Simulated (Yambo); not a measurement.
Yambo run on RbBr (CsCl type, space group Pm-3m, No. 221). The wavefunctions come from this Quantum ESPRESSO step (PBEsol, PseudoDojo standard norm-conserving files, fully relativistic):

```
&CONTROL
  calculation = 'nscf'
  pseudo_dir = './pseudo'
  outdir = './out'
/
&SYSTEM
  ibrav = 0
  nat = 2
  ntyp = 2
  ecutwfc = 46.0
  ecutrho = 184.0
  occupations = 'fixed'
  force_symmorphic = .true.
  nbnd = 251
  noncolin = .true.
  lspinorb = .true.
/
&ELECTRONS
  conv_thr = 2e-09
  diago_full_acc = .true.
  diago_thr_init = 1e-08
/
ATOMIC_SPECIES
Br 79.9040 Br.upf
Rb 85.4678 Rb.upf
CELL_PARAMETERS angstrom
  4.071676036000   0.000000000000   0.000000000000
  0.000000000000   4.071676036000   0.000000000000
  0.000000000000   0.000000000000   4.071676036000
ATOMIC_POSITIONS crystal
Br   0.500000000000   0.500000000000   0.500000000000
Rb   0.000000000000   0.000000000000   0.000000000000
K_POINTS automatic
4 4 4 0 0 0
```

Yambo input:

```
rim_cut
gw0
dyson
el_el_corr
HF_and_locXC
ppa
em1d
RandQpts= 1000000
RandGvec= 1 Ry
EXXRLvcs= 46 Ry
VXCRLvcs= 184 Ry
Chimod= "HARTREE"
% BndsRnXp
 1 | 250 |
%
NGsBlkXp= 8 Ry
% LongDrXp
 1.0 | 1.0 | 1.0 |
%
PPAPntXp= 27.2114 eV
% GbndRnge
 1 | 250 |
%
GTermKind= "BG"
DysSolver= "n"
ExtendOut
% QPkrange
 1 | 1 | 14 | 18 |
 3 | 3 | 16 | 17 |
 6 | 6 | 16 | 17 |
 10 | 10 | 16 | 17 |
%
```

k points by index: 1 = Γ, 3 = X, 6 = M, 10 = R.

Table of the .qp output:

```
#    K-point    Band    Eo [eV]    E [eV]    E-Eo [eV]    Vxc [eV]    Vnlxc [eV]    Sc|Eo [eV]    Sc|E [eV]    dSc/dw|Eo [eV]    Re(Z)    Im(Z)
#
    1    14    -0.018106    -1.700232    -1.682126    -12.68743    -16.40990    1.665326    2.040345    -6.066142    0.817708    -0.001404
    1    15    -0.018106    -1.701024    -1.682918    -12.68743    -16.40989    1.664307    2.039539    -6.066730    0.817694    -0.001407
    1    16    -0.018106    -1.704503    -1.686396    -12.68743    -16.40990    1.660081    2.036066    -6.066377    0.817702    -0.001405
    1    17    4.005672    4.727661    0.721990    -7.810027    -3.742466    -3.231760    -3.345571    -4.288949    0.863843    -0.930895E-3
    1    18    4.005672    4.727661    0.721989    -7.810027    -3.742466    -3.231760    -3.345571    -4.288949    0.863843    -0.930895E-3
    3    16    -0.125844    -1.808728    -1.682884    -12.45928    -16.18676    1.668451    2.044599    -6.081641    0.817327    -0.001428
    3    17    6.767495    7.813826    1.046331    -8.023110    -3.275191    -3.529795    -3.701588    -4.467199    0.858982    -0.001073
    6    16    0.000000    -1.667989    -1.667989    -12.76472    -16.50587    1.699176    2.073162    -6.100711    0.816860    -0.001407
    6    17    5.161135    5.983847    0.822712    -7.607707    -3.429555    -3.226738    -3.355440    -4.256368    0.864738    -0.937763E-3
    10    16    -1.373760    -3.181046    -1.807286    -11.36796    -15.46449    1.867003    2.289241    -6.356814    0.810626    -0.001673
    10    17    8.045219    8.914412    0.869193    -8.220203    -3.795679    -3.415692    -3.555331    -4.371236    0.861593    -0.754754E-3
```
(The two width columns are left out.) Convergence of these settings isn't established.

Geometry relaxed with PBEsol.

This is not the ordinary phase of the substance; no match was found in the copy of COD used, and its stability was not checked.
